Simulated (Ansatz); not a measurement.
Input and command of a plane-wave DFT calculation in Ansatz:

```yaml
crystal:
  lattice:
    - [2.434512465, 0.0, 0.0]
    - [-1.2172562325, 2.1083496405, 0.0]
    - [0.0, 0.0, 12.0094626941]
  atoms:
    - { symbol: C, position: [0.0, 0.0, 0.1868986234] }
    - { symbol: C, position: [0.0, 0.0, 0.6868986234] }
    - { symbol: C, position: [0.0, 0.0, 0.3131013766] }
    - { symbol: C, position: [0.0, 0.0, 0.8131013766] }
    - { symbol: C, position: [0.3333333333, 0.6666666667, 0.5207734021] }
    - { symbol: C, position: [0.6666666667, 0.3333333333, 0.0207734021] }
    - { symbol: C, position: [0.3333333333, 0.6666666667, 0.9792265979] }
    - { symbol: C, position: [0.6666666667, 0.3333333333, 0.4792265979] }
    - { symbol: C, position: [0.3333333333, 0.6666666667, 0.645053833] }
    - { symbol: C, position: [0.6666666667, 0.3333333333, 0.145053833] }
    - { symbol: C, position: [0.3333333333, 0.6666666667, 0.854946167] }
    - { symbol: C, position: [0.6666666667, 0.3333333333, 0.354946167] }
basis:
  ecutwfc: 500
kpoints:
  mp_grid: { grid: [12, 12, 2] }
hamiltonian:
  xc: r2scan
scf:
  occupations: { method: gaussian, width: 0.02 }
output:
  forces: true
  stress: true
  eigenvalues: true
relax:
  adjacent_minimum: "off"
  f_tol: 0.01
  max_steps: 30
  cell: { stress_tol: 0.1, fix: [volume] }
```

```bash
ansatz run input.yaml --threads 2 --pin off --max-ram 5120MiB --backend cpu --events-out ev --progress --plain --runs-dir out
```

Processor: Intel(R) Xeon(R) Processor @ 2.50GHz (Skylake/Cascade Lake), 2 threads, on a host shared with other jobs.

**Question.** How long does it run, and how much memory does it take?

**Answer.** About 38 s on 2 threads of Intel(R) Xeon(R) Processor @ 2.50GHz (Skylake/Cascade Lake), on a shared host, peak memory 0.53 GiB. It solves 36 bands at 38 k points (the mesh reduced by symmetry) with about 1585 plane waves, in 18 SCF iterations over 4 ionic steps.
